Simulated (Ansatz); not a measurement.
The calculation used DFT PBE, scalar-relativistic, plane waves, PAW in Ansatz. Settings: cutoff 420 eV, Γ-centred meshes spaced at most about 0.3 Å⁻¹, and about 0.25 Å⁻¹ or finer for metals (2π included), Gaussian smearing. No spin polarisation in the final relaxations.

These are static total energies at zero pressure. All come from trial cells, and lower structures may exist.

Problem. Which of these relaxed structures of Li₂H is the lowest in energy?
1.

```
Li H
1.0
     1.36594   -2.73118    0.00000
     1.36594    2.73118    0.00000
     0.00000    0.00000    5.32306
Li H
2 1
Direct
  0.00000 0.00000 0.76191
  0.00000 0.00000 0.23809
  0.50000 0.50000 0.00000
```

2.

```
Li H
1.0
     2.55606    0.00000    0.00000
     0.00000    2.55606    0.00000
     0.00000    0.00000    5.15823
Li H
2 1
Direct
  0.50000 0.50000 0.26208
  0.50000 0.50000 0.73792
  0.00000 0.00000 0.50000
```

3.

```
Li H
1.0
     1.27762   -5.65081    0.00000
     1.27762    5.65081    0.00000
     0.00000    0.00000    4.92947
Li H
4 2
Cartesian
  1.2776 5.0845 1.3315
  1.2776 -5.0845 3.7962
  1.2776 -3.5681 1.7049
  1.2776 3.5681 4.1697
  1.2776 0.7112 2.2628
  1.2776 -0.7112 4.7275
```

Solution. 3. It has space group Cmc2_1 (No. 36); the next, 1, with space group Cmmm (No. 65), lies 44 meV/atom higher. Counting H atoms around Li (those within 1.25 times the shortest such distance or 1.15 times the sum of covalent radii; a slash parts the counts of unlike sites), the lowest has Li 2/4 and the next has Li 2.

With hydrogen, zero-point motion can shift such differences by 10 meV/atom or more. A magnetic state wasn't ruled out in cells without spin, among them Cmmm, P4/mmm. With atoms moved at random, Cmc2_1 came back. Other cells relaxed within their symmetry can be saddle points. Some candidate types were left out of the draw beforehand, so a known form may be missing.
